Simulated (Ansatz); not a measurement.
A relaxed structure of MnSi is spoiled in several ways and relaxed again each time (noise and exchanges are one random draw each; squeezed and stretched starts keep its symmetry, which their runs cannot lower; pressure is positive under compression). Computed with PBE (plane waves to 420 eV, PAW, scalar-relativistic; Ansatz, a program for electronic structure).

Space group P2₁3 (No. 198); a = 4.5182 Å, b = 4.5182 Å, c = 4.5182 Å, α = 90.00°, β = 90.00°, γ = 90.00°

```
atom  site  symmetry       x       y       z
----  ----  --------  ------  ------  ------
Mn      4a       .3.  0.1364  0.1364  0.1364
Si      4a       .3.  0.8452  0.8452  0.8452
```

| change | first pressure (GPa) | largest first force (eV/Å) | released (eV/atom) | moves | outcome | final group | E − E(parent) (eV/atom) |
|---|---|---|---|---|---|---|---|
| with one Si and one Mn atom exchanged in a cell of 8 atoms | 5 | 1.6 | 0.13 | 25 | trapped higher | P1 | +0.26 |
| stretched uniformly to 115 % of its volume | -15 | 0.1 | 0.12 | 8 | returns to the parent | P2₁3 | 0.00 |

First-step values come from each run's starting, coarser k-mesh (5×5×5). The runs use different k-meshes, so differences are rounded accordingly. Spin states reached: ferromagnetic; spin orders were not searched systematically.
